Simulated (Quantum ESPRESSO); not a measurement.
**Band energies of Rb2NaYF6**

```
Rb2NaYF6
1.0
    0.00000     4.51342     4.51342
    4.51342     0.00000     4.51342
    4.51342     4.51342     0.00000
F Na Rb Y
6 1 2 1
Cartesian
  2.18901   4.51342   4.51342
  6.83784   4.51342   4.51342
  4.51342   2.18901   4.51342
  4.51342   6.83784   4.51342
  4.51342   4.51342   2.18901
  4.51342   4.51342   6.83784
  4.51342   4.51342   4.51342
  6.77014   6.77014   6.77014
  2.25671   2.25671   2.25671
  0.00000   0.00000   0.00000
```

LDA (pw.x of Quantum ESPRESSO, ONCV potentials, no spin-orbit coupling); path ΓXWKΓLUWLK,UX; energies in eV from the valence-band maximum.

```csv
k (1/Å),point,band 36,band 37,band 38,band 39,band 40,band 41,band 42,band 43
0.00,Γ,-0.18,-0.18,0.00,0.00,0.00,6.10,8.14,8.14
0.46,,-0.31,-0.31,-0.19,-0.19,-0.01,7.41,8.21,8.26
0.70,X,-0.38,-0.38,-0.26,-0.26,-0.01,8.20,8.22,8.31
0.70,W,-0.39,-0.37,-0.37,-0.13,-0.13,8.24,8.24,8.31
0.94,K,-0.41,-0.27,-0.27,-0.27,-0.07,8.20,8.27,8.30
1.13,,-0.40,-0.26,-0.17,-0.16,-0.15,7.86,8.26,8.27
1.50,,-0.21,-0.20,-0.04,-0.03,-0.02,6.35,8.16,8.16
1.68,Γ,-0.18,-0.18,0.00,0.00,0.00,6.10,8.14,8.14
1.88,,-0.20,-0.20,-0.04,-0.04,-0.02,6.39,8.16,8.16
2.28,L,-0.25,-0.25,-0.20,-0.20,-0.14,8.03,8.22,8.22
2.71,U,-0.41,-0.27,-0.27,-0.27,-0.07,8.20,8.27,8.30
2.71,W,-0.39,-0.37,-0.37,-0.13,-0.13,8.24,8.24,8.31
2.83,,-0.36,-0.35,-0.29,-0.14,-0.13,8.21,8.23,8.30
3.08,,-0.27,-0.26,-0.20,-0.18,-0.14,8.09,8.16,8.23
3.20,L,-0.25,-0.25,-0.20,-0.20,-0.14,8.03,8.22,8.22
3.31,,-0.27,-0.25,-0.20,-0.18,-0.14,8.08,8.16,8.23
3.52,,-0.42,-0.27,-0.23,-0.22,-0.10,8.18,8.26,8.28
3.63,K,-0.41,-0.27,-0.27,-0.27,-0.07,8.20,8.27,8.30
3.63,U,-0.41,-0.27,-0.27,-0.27,-0.07,8.20,8.27,8.30
3.87,X,-0.38,-0.38,-0.26,-0.26,-0.01,8.20,8.22,8.31
```

The LDA gap is direct, 6.10 eV at Γ. Another valence extremum on the path lies within 0.02 eV, too close to call.

Geometry of the Materials Project entry, not relaxed at this level.
